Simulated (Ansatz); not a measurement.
Data:

NbC:
Space group Fm-3m (No. 225); a = b = c = 4.4851 Å, α = β = γ = 90.00°

```
atom  site  symmetry       x       y       z
----  ----  --------  ------  ------  ------
Nb      4a      m-3m  0.0000  0.0000  0.0000
C       4b      m-3m  0.5000  0.5000  0.5000
```
(The calculation used a cell of 2 atoms; values per cell refer to that cell.)

This is the PBE-relaxed structure.

Problem. All from the program Ansatz at the PBE level (PAW), unless another level is named. Estimate the electronic character.

Solution. metallic (no gap).

Problem. Give the formation energy from the elements (no fitted shifts).

Solution. -544 meV/atom.

Problem. Give the density of states at the Fermi level.

Solution. 0.37 states/eV per atom (mean over ±0.08 eV).

The cell was relaxed with PBE under the symmetry of its start. The run is not spin-polarised. The references are the lowest solids computed at this level, not always the standard phases. Spin–orbit coupling is left out wherever it is not named.

Potentials: the later of the program's two PAW sets.
